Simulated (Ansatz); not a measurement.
Lu:
```xyz
2
Lattice="3.5041 0.0000 0.0000 -1.7520 3.0346 0.0000 0.0000 0.0000 5.4545" Properties=species:S:1:pos:R:3 pbc="T T T"
Lu     0.0000     2.0231     4.0909
Lu     1.7520     1.0115     1.3636
```

Relaxed with r²SCAN.

Task: Which orbitals make up the states near the Fermi level in DFT-r²SCAN in the program Ansatz with PAW potentials?

Result: Within 0.5 eV of the Fermi level: Lu 5d 88 %, outside the projected shells 7 %. Projections are on Löwdin-orthogonalised atomic valence shells; empty p or d shells of many metals are not among them.

Task: Tabulate the density of states.

Result: States/eV per cell of 2 atoms, in 0.25 eV bins, energy from the Fermi level.

```
E (eV)   total   Lu 4f  Lu 5d  Lu 6s
------  ------  ------  -----  -----
-6.45     0.00    0.00   0.00   0.00
-6.20     0.05    0.00   0.00   0.05
-5.95     0.12    0.00   0.00   0.12
-5.70     0.17    0.00   0.00   0.16
-5.45     0.22    0.00   0.01   0.20
-5.20     0.33    0.07   0.02   0.23
-4.95   112.06  111.61   0.13   0.28
-4.70     0.45    0.15   0.04   0.25
-4.45     0.38    0.02   0.06   0.29
-4.20     0.42    0.00   0.09   0.31
-3.95     0.46    0.00   0.12   0.33
-3.70     0.52    0.00   0.15   0.34
-3.45     0.58    0.00   0.20   0.36
-3.20     0.66    0.00   0.27   0.37
-2.95     0.76    0.00   0.35   0.38
-2.70     0.92    0.00   0.49   0.39
-2.45     1.26    0.00   0.80   0.41
-2.20     1.29    0.00   0.90   0.35
-1.95     1.25    0.00   0.92   0.28
-1.70     1.25    0.00   0.97   0.23
-1.45     1.38    0.00   1.12   0.20
-1.20     1.42    0.00   1.21   0.16
-0.95     1.42    0.00   1.26   0.11
-0.70     1.85    0.00   1.76   0.04
-0.45     2.73    0.00   2.49   0.11
-0.20     3.05    0.01   2.72   0.11
0.05      3.77    0.01   3.23   0.15
0.30      2.05    0.01   1.77   0.10
0.55      1.42    0.00   1.23   0.07
0.80      1.19    0.00   1.09   0.04
1.05      1.40    0.00   1.26   0.04
1.30      2.30    0.00   1.94   0.11
1.55      3.67    0.01   3.11   0.19
1.80      3.15    0.01   2.87   0.13
2.05      3.08    0.00   2.81   0.16
2.30      2.65    0.00   2.41   0.12
2.55      2.96    0.00   2.75   0.09
2.80      3.11    0.00   2.95   0.05
3.05      1.86    0.00   1.78   0.02
3.30      1.43    0.00   1.36   0.02
3.55      1.26    0.00   1.20   0.02
3.80      1.34    0.00   1.28   0.01
4.05      1.33    0.00   1.27   0.02
4.30      1.36    0.00   1.29   0.02
4.55      1.41    0.00   1.32   0.04
4.80      1.48    0.00   1.36   0.05
```

Space group P6_3/mmc (hcp (Mg type)). Symmetry was held in the r²SCAN relaxation. Spin–orbit coupling is left out wherever it is not named.

Potentials: the earlier of the program's two PAW sets.
